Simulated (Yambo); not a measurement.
Quantum ESPRESSO input (PBEsol, PseudoDojo standard norm-conserving files, scalar-relativistic) whose wavefunctions are converted with p2y:

```
&CONTROL
  calculation = 'nscf'
  pseudo_dir = './pseudo'
  outdir = './out'
/
&SYSTEM
  ibrav = 0
  nat = 2
  ntyp = 2
  ecutwfc = 88.0
  ecutrho = 352.0
  occupations = 'fixed'
  force_symmorphic = .true.
  nbnd = 65
/
&ELECTRONS
  conv_thr = 2e-09
  diago_full_acc = .true.
  diago_thr_init = 1e-08
/
ATOMIC_SPECIES
Be 9.0122 Be.upf
S 32.0600 S.upf
CELL_PARAMETERS angstrom
  0.000000000000   2.419902098000   2.419902098000
  2.419902098000   0.000000000000   2.419902098000
  2.419902098000   2.419902098000   0.000000000000
ATOMIC_POSITIONS crystal
Be   0.000000000000   0.000000000000   0.000000000000
S   0.250000000000   0.250000000000   0.250000000000
K_POINTS automatic
4 4 4 0 0 0
```

Yambo's initialisation report on symmetry, reciprocal space, the k grid and the gaps on this mesh:

```
  [02.02] Symmetries
  ==================

  Inversion symmetry    : yes
  Spatial inversion     : no
  Inversion index       :  25
  K-space Time-reversal : yes
  Magnetic symmetries   : no
  Time-reversal derived K-space symmetries:   25   48
  Group table correct   : yes
  Symmetries units      :  [cc]

  [02.03] Reciprocal space
  ========================

  nG shells         :  251
  nG charge         :  21331
  nG WFs            :   3335
  nC WFs            :  2698
  G-vecs. in first 25 shells:  [ Number ]
     1    9   15   27   51   59   65   89  113
    137   169   181   229   259   283   307   331   339
    387   411   459   531   537   561   609
  ...
  Shell energy in first 25 shells:  [ mHa ]
    0.00000      707.942      943.923      1887.85      2595.79      2831.77      3775.69      4483.63      4719.61
    5663.54      6371.48      7551.38      8259.32      8495.30      9439.23      10147.2      10383.1      11327.1
    12035.0      12271.0      13214.9      13922.9      15102.8      15810.7      16046.7
  ...

  [02.04] K-grid lattice
  ======================

  Compatible Grid is   : 3D
  Base K vectors       :  K_min[ 1 ]  K_min[ 2 ]  K_min[ 3 ]
  K_min[ 1 ] : -0.250000  0.000000  0.000000 [rlu]
  K_min[ 2 ] :  0.000000  0.250000  0.000000 [rlu]
  K_min[ 3 ] :  0.000000  0.000000 -0.250000 [rlu]
  Grid dimensions      :   4   4   4
  K lattice UC volume  :  0.020265 [a.u.]

  IBZ K-points                                      :   8
  BZ  K-points                                      :   64

  K/Q-points units:
  rlu = crystal or reduced units; cc = cartesian coordinates; iku = interal k-units

  K [1]          [rlu]:  0.000000  0.000000  0.000000
         WF components:  2685
  K [2]          [rlu]:  0.000000  0.000000  0.250000
         WF components:  2665
  K [3]          [rlu]:  0.000000  0.000000 -0.500000
         WF components:  2638
  K [4]          [rlu]:  0.000000  0.250000  0.250000
         WF components:  2682
  K [5]          [rlu]:  0.000000  0.250000 -0.500000
         WF components:  2666
  K [6]          [rlu]:  0.000000  0.250000 -0.250000
         WF components:  2650
  K [7]          [rlu]:  0.000000 -0.500000 -0.500000
         WF components:  2698
  K [8]          [rlu]:  0.250000 -0.500000 -0.250000
         WF components:  2656

  [02.05] Energies & Occupations
  ==============================

  [X] === General ===
  [X] Electronic Temperature                        :  0.000000  0.000000 [eV K]
  [X] Bosonic    Temperature                        :  0.000000  0.000000 [eV K]
  [X] Finite Temperature mode                       : no
  [X] El. density                                   :  0.35284E+24 [cm-3]
  [X] Fermi Level                                   :  5.570343 [eV]

  [X] === Gaps and Widths ===
  [X] Conduction Band Min                           :  2.916091 [eV]
  [X] Valence Band Max                              :  0.000000 [eV]
  [X] Filled Bands                                  :   5
  [X] Empty Bands                                   :    6   65
  [X] Direct Gap                                    :  5.592244 [eV]
  [X] Direct Gap localized at k                     :  1
  [X] Indirect Gap                                  :  2.916091 [eV]
  [X] Indirect Gap between kpts                     :   1   7
  [X] Last valence band width                       :  3.432865 [eV]
  [X] 1st conduction band width                     :  3.401511 [eV]
```
The gaps are PBEsol values on this mesh alone; only operations without fractional translations are kept.

Geometry relaxed with PBEsol.
